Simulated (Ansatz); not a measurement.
LuPb₂: pressure against volume

A database entry relaxed whole under r2SCAN (I4/mmm):

```
CELL_PARAMETERS angstrom
-1.95142 1.95142 5.50995
1.95142 -1.95142 5.50995
1.95142 1.95142 -5.50995
ATOMIC_POSITIONS crystal
Lu 0.00000 0.00000 0.00000
Pb 0.33855 0.33855 0.00000
Pb 0.66145 0.66145 0.00000
```

The cell was scaled uniformly, its shape held, and the atoms relaxed at each volume with plane-wave PAW DFT (Ansatz 0.2.0; r2SCAN, 500 eV, 12×12×12 Γ-centred mesh, fermi-dirac occupations of width 0.100 eV; no spin, no spin-orbit coupling). One row is withheld.

```csv
volume (Å³/atom),energy over the lowest (meV/atom),pressure (GPa)
26.298,18.5,3.78
26.857,7.8,2.36
27.417,1.8,1.11
27.976,0.0,-0.01
28.536,?,?
29.095,7.0,-1.89
29.655,15.1,-2.67
```

Q: Fit the pressures of the other rows to the third-order Birch-Murnaghan form.

A: With f = [(V₀/V)^(2/3) − 1]/2 and P = 3B₀f(1 + 2f)^(5/2)[1 + 3(B₀′ − 4)f/2], least squares gives V₀ = 27.97 Å³ an atom, B₀ = 52.7 GPa and B₀′ = 4.9; the rows miss the fit by less than 0.01 GPa. The slope of the energies differs from these pressures by less than 0.05 GPa.

Q: What does the withheld row hold?

A: The fit gives -1.00 GPa at 28.536 Å³; the run gave -1.02 GPa and 1.9 meV an atom.

Caveats: the shape of the cell was held, so B₀ is an upper bound where the axes differ in stiffness; 0 K, fixed nuclei; the symmetry was kept, and this need not be the phase that is stable at 0 K; one mesh for all volumes; the relaxed cell lies far from the entry, by an error of the functional or of the entry; pressure is positive in compression.
